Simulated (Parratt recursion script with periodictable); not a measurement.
## How much of the 13.5 nm reflection of a Si/Mo multilayer on Si survives under a film?

```
layer, from the top  thickness (Å)  density (g/cm³)  rms roughness of its top face (Å)  δ at 13.5 nm  β at 13.5 nm
-------------------  -------------  ---------------  ---------------------------------  ------------  ------------
Si (in each period)           34.9            2.313                                  2  9.927 × 10⁻⁴      0.001813
Mo (in each period)           34.9           10.026                                  2       0.07476      0.006314
Si (substrate)                   –            2.313                                  2  9.927 × 10⁻⁴      0.001813
```

The refractive index is n = 1 − δ + iβ; the runs take δ and β at each wavelength of the scan. Vacuum lies above.

Densities are inputs, not measurements. They were set from computed cells of the Materials Project: Si from entry mp-149 (Fd-3m, 2.313 g/cm³); Mo from entry mp-129 (Im-3m, 10.026 g/cm³); SrTiO3 from entry mp-5229 (Pm-3m, 5.086 g/cm³). A layer's crystal structure does not enter its constants, only its composition and density.

Model: EUV and soft X-ray reflectivity, Parratt recursion, Névot-Croce roughness, Henke tables. Program: Parratt recursion script with periodictable 1.7.1.

Light falls at α = 6° from the surface normal. R is the mean of s and p polarisation. The wavelength is scanned from 12.42 to 14.58 nm in 161 evenly spaced points, without smoothing. R at 13.5 nm is the value at the middle scan point.

The pair is repeated 100 times. A second run adds one film on top, with 2 Å rms roughness on its surface.

| film | thickness d (Å) | density (g/cm³) | δ at 13.5 nm | β at 13.5 nm | R at 13.5 nm (%) |
|---|---|---|---|---|---|
| none | – | – | – | – | 71.5 |
| SrTiO3 | 300 | 5.086 | 0.05026 | 0.01674 | ? |

Q: Estimate R at 13.5 nm under 300 Å of SrTiO3.

A: Light crosses the film twice, so the mirror's amplitude R₀^½ falls to a = R₀^½ exp[−4πβ(1 − δ)d/(λc)], with λ = 135 Å and c = [(1 − δ)² − sin²α]^½ (sin²α = 0.0109). The film surface reflects an amplitude of about f = |(1 − n)/(1 + n)|, the value for a smooth face at normal incidence, whose phase against a this estimate leaves open. Reflection at the film's lower face is left out.

For SrTiO3: c = 0.9440, exponent 4πβ(1 − δ)d/(λc) = 0.470, a = 0.528, a² = 27.9 %; f = 0.027. With f in or out of phase, (a ± f)² spans 25.1 to 30.8 %.

The run gave 28.3 %, 1.01 times a² and inside that span.
